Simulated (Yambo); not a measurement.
Material: Cs₂NaYF₆ (space group Fm-3m, No. 225); a = b = c = 6.506 Å, α = β = γ = 60.00° (10 atoms in the cell). The geometry is that of Materials Project entry mp-13925, symmetrised and not relaxed again.

With LDA (Quantum ESPRESSO, PseudoDojo norm-conserving, 88 Ry, without SOC), the gap between the mesh's edge points (Γ → Γ) is 6.542 eV.

Q: By how much does one-shot G0W0 (Yambo; 2×2×2 Γ-centred k mesh, bands 2 to 286 and a 7 Ry block in the screening, 286 bands in G with the Bruneval-Gonze terminator, plasmon pole fitted at 27.2 eV) open this gap, and what gap results?

A: The correction is 3.719 eV, giving 10.262 eV, 1.6 times the LDA value.  Nearest settings tried, and what they do to the gap: 224 bands in W, 224 bands in G: +34 meV; 6 Ry block (339 vectors against 459): +17 meV; 1×1×1 mesh: -52 meV. So the settings aren't converged at that level. The k mesh is coarse.
